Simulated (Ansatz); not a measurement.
Relaxed GaN (zinc blende):

```xyz
2
Lattice="0.0000 2.2490 2.2490 2.2490 0.0000 2.2490 2.2490 2.2490 0.0000" Properties=species:S:1:pos:R:3 pbc="T T T"
N      3.3734     3.3734     3.3734
Ga     0.0000     0.0000     0.0000
```

In each cell atom 2 (Ga, nearest neighbour N at 1.948 Å; its periodic images, 3.2 Å or more away, move with it) moves by s·(-0.577, -0.577, -0.577) (towards the nearest neighbour), the rest being held.

The numbers are results of r2SCAN (plane waves to 500 eV, PAW, scalar-relativistic; Ansatz, a quantum-chemistry and plane-wave program), not measurements. k mesh 10×10×10 (Γ-centred), Fermi-Dirac smearing 0.05 eV. The energy includes the smearing's −TS. GaN was relaxed with its symmetry unable to fall. ΔE is measured from the undisplaced structure.

Successive frames, forces in eV/Å:

```json
[
 {"frame": "s = -0.190 Å", "ΔE (eV/cell)": "0.167", "F on N1": "(0.844, 0.844, 0.844)", "F on Ga2": "(-0.844, -0.844, -0.844)"},
 {"frame": "s = -0.152 Å", "ΔE (eV/cell)": "0.114", "F on N1": "(0.752, 0.752, 0.752)", "F on Ga2": "(-0.752, -0.752, -0.752)"},
 {"frame": "s = -0.114 Å", "ΔE (eV/cell)": "0.068", "F on N1": "(0.626, 0.626, 0.626)", "F on Ga2": "(-0.626, -0.626, -0.626)"},
 {"frame": "s = -0.076 Å", "ΔE (eV/cell)": "0.032", "F on N1": "(0.461, 0.461, 0.461)", "F on Ga2": "(-0.461, -0.461, -0.461)"}
]
```

Task: What are the energy and the forces in the next frame, s = -0.038 Å?

Result: ΔE (eV/cell) = 0.009.

| atom | Fx | Fy | Fz |
|---|---|---|---|
| N1 | 0.255 | 0.255 | 0.255 |
| Ga2 | -0.255 | -0.255 | -0.255 |

(For displaced atoms, the force is minus the slope of the energy, and its curvature is a force constant, which sets phonon frequencies.)
